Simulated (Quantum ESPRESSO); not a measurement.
Simulation results for Al4NO4F (made-up cell), Zr2TaO5F3 (made-up cell, one site empty)

All values are calculated (Quantum ESPRESSO 7.5). Calculation on a made-up crystal cell, not a measurement: periodic Kohn-Sham density functional theory in plane waves with PseudoDojo standard norm-conserving scalar-relativistic pseudopotentials, each functional with its own files (v0.5 for PBE, v0.4.1 for LDA and PBEsol), no spin polarisation, no spin-orbit coupling, atoms not relaxed, stress positive in tension, energies less a fixed whole-eV offset for each atom's element; levels are Kohn-Sham levels at fractions of this cell's reciprocal vectors, counted from the reference band (half the neutral cell's valence electrons, rounded up) at Gamma; error bars cover cutoff and k-mesh only, not smearing or the files; each bar is the largest change over components, and at least 0.002 eV, 0.002 eV per angstrom or 0.02 GPa; added strain carries the atoms with the cell, and shear is the tensor component; no dispersion term; energies are for the whole cell, and the offsets were chosen from early runs and are not element reference energies.

Common to all runs: functional pbe; cutoff 1143 eV; fermi dirac smearing 0.025 eV; scf tolerance 1e-07 eV; electrons removed 0.

(1) Al4NO4F (made-up cell)

Unstrained structure:
```
Al4NO4F
1.0
      2.3857     1.4455     4.3272
     -2.4183     1.3791     4.3662
     -0.0737    -2.8253     4.3469
Al N O F
4 1 4 1
Direct
  0.35100 0.36282 0.32536
  0.09550 0.17569 0.17182
  0.67286 0.64033 0.62719
  0.86783 0.83995 0.85245
  0.57404 0.94377 0.24381
  0.26261 0.52573 0.93680
  0.89947 0.25786 0.58843
  0.43856 0.06139 0.75188
  0.76961 0.40843 0.06581
  0.06921 0.76079 0.44224
```

```
lattice type             : corundum
added strain kind        : uniform
added strain             : 0.0135
k mesh                   : 6 x 6 x 6, shifted by half a step
structure shown          : before the added strain of 0.0135
free energy less offsets : 7.118 eV
scf iterations           : 12
smearing term minus ts   : 0 eV
pressure                 : 3.331 GPa
stress xx                : -3.214 GPa
stress yy                : 1.066 GPa
stress zz                : -7.844 GPa
stress yz                : -2.73 GPa
stress xz                : -0.9308 GPa
stress xy                : 6.875 GPa
reference band           : 24
error bar energy         : 0.002963 eV
error bar stress         : 0.02 GPa
error bar force          : 0.002 eV/Å
error bar next band up   : 0.002 eV
error bars from          : tighter rerun of a related cell
```

Atoms:
```csv
atoms element,atom site,atom energy offset (eV)
Al,1,-64
Al,2,-64
Al,3,-64
Al,4,-64
N,5,-283
O,6,-452
O,7,-452
O,8,-452
O,9,-452
F,10,-677
```

Forces:
```csv
site,x (eV/Å),y (eV/Å),z (eV/Å)
1,4.331,-0.6625,-1.254
2,5.927,2.513,4.178
3,-3.825,-1.972,-1.706
4,-3.206,-2.832,2.413
5,-0.1776,-1.02,-0.5318
6,-2.181,0.0321,1.16
7,2.809,2.341,-0.6117
8,0.6138,0.2026,-0.7698
9,-5.156,1.939,-2.093
10,0.8643,-0.5419,-0.7846
```

Levels:
```csv
level k point,next band up (eV)
Gamma,1.779
"(1/2,1/2,1/2)",3.829
"(0.15,0,0)",2.294
"(0,0.15,0)",2.312
"(0,0,0.15)",2.278
```

(2) Al4NO4F (made-up cell)

Structure as in entry 1.

```
lattice type             : corundum
added strain kind        : uniform
added strain             : 0.017
k mesh                   : 6 x 6 x 6, shifted by half a step
structure shown          : before the added strain of 0.017
free energy less offsets : 7.105 eV
scf iterations           : 13
smearing term minus ts   : 0 eV
pressure                 : 1.216 GPa
stress xx                : -0.8081 GPa
stress yy                : 2.936 GPa
stress zz                : -5.776 GPa
stress yz                : -2.79 GPa
stress xz                : -0.8241 GPa
stress xy                : 6.557 GPa
reference band           : 24
error bar energy         : 0.002963 eV
error bar stress         : 0.02 GPa
error bar force          : 0.002 eV/Å
error bar next band up   : 0.002 eV
error bars from          : tighter rerun of a related cell
```

Atoms:
```csv
atoms element,atom site,atom energy offset (eV)
Al,1,-64
Al,2,-64
Al,3,-64
Al,4,-64
N,5,-283
O,6,-452
O,7,-452
O,8,-452
O,9,-452
F,10,-677
```

Forces:
```csv
site,x (eV/Å),y (eV/Å),z (eV/Å)
1,4.328,-0.6326,-1.267
2,5.743,2.499,4.079
3,-3.746,-1.918,-1.749
4,-3.18,-2.801,2.417
5,-0.1746,-1.02,-0.4961
6,-2.168,-0.01939,1.134
7,2.735,2.306,-0.5923
8,0.6262,0.216,-0.761
9,-4.995,1.898,-2.001
10,0.8316,-0.5285,-0.7638
```

Levels:
```csv
level k point,next band up (eV)
Gamma,1.694
"(1/2,1/2,1/2)",3.758
"(0.15,0,0)",2.213
"(0,0.15,0)",2.231
"(0,0,0.15)",2.196
```

(3) Zr2TaO5F3 (made-up cell, one site empty)

Unstrained structure:
```
Zr2TaO5F3
1.0
      5.1753     0.0000     0.0000
      0.0000     5.1753     0.0000
      0.0000     0.0000     5.1753
Zr Ta O F O
2 1 4 3 1
Direct
  -0.01816 0.02883 0.00071
  0.00821 0.48474 0.50204
  0.50264 0.50380 0.00367
  0.26342 0.22793 0.22319
  0.25912 0.25691 0.77064
  0.27504 0.76564 0.23514
  0.25958 0.74558 0.72473
  0.77095 0.22990 0.26155
  0.74543 0.24343 0.72999
  0.74755 0.75393 0.24020
  0.74801 0.76154 0.74533
```

```
lattice type             : fluorite
empty site               : 3
added strain kind        : biaxial xx and yy
added strain             : -0.023
k mesh                   : 4 x 4 x 4, shifted by half a step
structure shown          : before the added strain of -0.023
free energy less offsets : 14.53 eV
scf iterations           : 18
smearing term minus ts   : 0 eV
pressure                 : -7.568 GPa
stress xx                : 9.184 GPa
stress yy                : 6.586 GPa
stress zz                : 6.935 GPa
stress yz                : 0.2724 GPa
stress xz                : -2.139 GPa
stress xy                : 1.951 GPa
reference band           : 44
error bar energy         : 0.002 eV
error bar stress         : 0.03413 GPa
error bar force          : 0.004792 eV/Å
error bar next band up   : 0.0023 eV
error bars from          : tighter rerun of a related cell
```

Atoms:
```csv
atoms element,atom site,atom energy offset (eV)
Zr,1,-1377
Zr,2,-1377
Ta,4,-1770
O,5,-452
O,6,-452
O,7,-452
O,8,-452
F,9,-677
F,10,-677
F,11,-677
O,12,-452
```

Forces:
```csv
site,x (eV/Å),y (eV/Å),z (eV/Å)
1,5.996,-4.128,-2.852
2,5.537,3.563,2.54
4,-8.282,4.261,-2.587
5,-0.06021,2.917,0.7467
6,-1.239,1.132,-0.246
7,-0.5429,-3.531,-2.024
8,-0.6409,-1.978,1.53
9,-1.892,1.348,-0.1604
10,-0.2211,0.5201,0.7651
11,0.697,-1.358,0.267
12,0.6476,-2.747,2.021
```

Levels:
```csv
level k point,next band up (eV)
Gamma,0.7911
"(1/2,1/2,1/2)",1.038
"(0.15,0,0)",0.7945
"(0,0.15,0)",0.8058
"(0,0,0.15)",0.8811
```

(4) Zr2TaO5F3 (made-up cell, one site empty)

Structure as in entry 3.

```
lattice type             : fluorite
empty site               : 3
added strain kind        : biaxial xx and yy
added strain             : -0.0016
k mesh                   : 4 x 4 x 4, shifted by half a step
structure shown          : before the added strain of -0.0016
free energy less offsets : 14.97 eV
scf iterations           : 19
smearing term minus ts   : 0 eV
pressure                 : -13.95 GPa
stress xx                : 17.55 GPa
stress yy                : 15.02 GPa
stress zz                : 9.284 GPa
stress yz                : 0.7293 GPa
stress xz                : -1.76 GPa
stress xy                : 2.58 GPa
reference band           : 44
error bar energy         : 0.002 eV
error bar stress         : 0.03413 GPa
error bar force          : 0.004792 eV/Å
error bar next band up   : 0.0023 eV
error bars from          : tighter rerun of a related cell
```

Atoms:
```csv
atoms element,atom site,atom energy offset (eV)
Zr,1,-1377
Zr,2,-1377
Ta,4,-1770
O,5,-452
O,6,-452
O,7,-452
O,8,-452
F,9,-677
F,10,-677
F,11,-677
O,12,-452
```

Forces:
```csv
site,x (eV/Å),y (eV/Å),z (eV/Å)
1,5.746,-3.744,-2.495
2,5.402,3.362,2.52
4,-8.206,4.258,-2.429
5,-0.3425,2.813,0.6328
6,-1.375,1.34,-0.2926
7,-0.4533,-3.547,-2.016
8,-0.724,-2.221,1.437
9,-1.479,1.296,-0.3544
10,0.01155,0.5983,0.8863
11,0.6751,-1.389,0.1178
12,0.7453,-2.767,1.993
```

Levels:
```csv
level k point,next band up (eV)
Gamma,0.771
"(1/2,1/2,1/2)",0.9377
"(0.15,0,0)",0.7665
"(0,0.15,0)",0.7788
"(0,0,0.15)",0.8423
```

(5) Zr2TaO5F3 (made-up cell, one site empty)

Structure as in entry 3.

```
lattice type             : fluorite
empty site               : 3
added strain kind        : biaxial xx and yy
added strain             : 0.007
k mesh                   : 4 x 4 x 4, shifted by half a step
structure shown          : before the added strain of 0.007
free energy less offsets : 15.24 eV
scf iterations           : 18
smearing term minus ts   : 0 eV
pressure                 : -16.12 GPa
stress xx                : 20.43 GPa
stress yy                : 17.93 GPa
stress zz                : 9.998 GPa
stress yz                : 0.8928 GPa
stress xz                : -1.625 GPa
stress xy                : 2.79 GPa
reference band           : 44
error bar energy         : 0.002 eV
error bar stress         : 0.03413 GPa
error bar force          : 0.004792 eV/Å
error bar next band up   : 0.0023 eV
error bars from          : tighter rerun of a related cell
```

Atoms:
```csv
atoms element,atom site,atom energy offset (eV)
Zr,1,-1377
Zr,2,-1377
Ta,4,-1770
O,5,-452
O,6,-452
O,7,-452
O,8,-452
F,9,-677
F,10,-677
F,11,-677
O,12,-452
```

Forces:
```csv
site,x (eV/Å),y (eV/Å),z (eV/Å)
1,5.64,-3.59,-2.361
2,5.347,3.279,2.507
4,-8.165,4.251,-2.368
5,-0.4491,2.77,0.5948
6,-1.424,1.418,-0.3128
7,-0.4198,-3.55,-2.006
8,-0.7542,-2.306,1.397
9,-1.322,1.273,-0.425
10,0.09899,0.6266,0.9286
11,0.6688,-1.4,0.06664
12,0.7802,-2.771,1.98
```

Levels:
```csv
level k point,next band up (eV)
Gamma,0.7481
"(1/2,1/2,1/2)",0.8935
"(0.15,0,0)",0.7432
"(0,0.15,0)",0.7556
"(0,0,0.15)",0.8101
```
